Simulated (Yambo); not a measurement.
```xyz
4
Lattice="4.2174 0.0000 0.0000 -2.1087 3.6524 0.0000 0.0000 0.0000 6.7471" Properties=species:S:1:pos:R:3 pbc="T T T"
Li     2.1087     1.2175     5.9243
Li     0.0000     2.4349     2.5508
Br     2.1087     1.2175     3.3529
Br     0.0000     2.4349     6.7265
```

The PBEsol cell relaxed from Materials Project entry mp-976280 was given an isotropic strain of +2 % on all lattice vectors, and the atoms were relaxed again.

Q: Where are the main features of Im ε from RPA with local fields on PBEsol bands (Yambo; 9×9×4 mesh, 67 bands, 4 Ry local-field block, 0.2 eV broadening; field along x)?

A: Peaks at 7.4 eV (3.0), 9.5 eV (3.0), 10.0 eV (3.0), 15.9 eV (0.7), 17.1 eV (0.8), heights in brackets. Structure narrower than a few tenths of an eV can come from the finite k mesh. Convergence of the RPA response with its 9×9×4 mesh was not tested. No excitonic effects at this level. 

Spin-orbit coupling is not included.

This is not the ordinary phase of the substance; no match was found in the copy of COD used, and its stability was not checked.
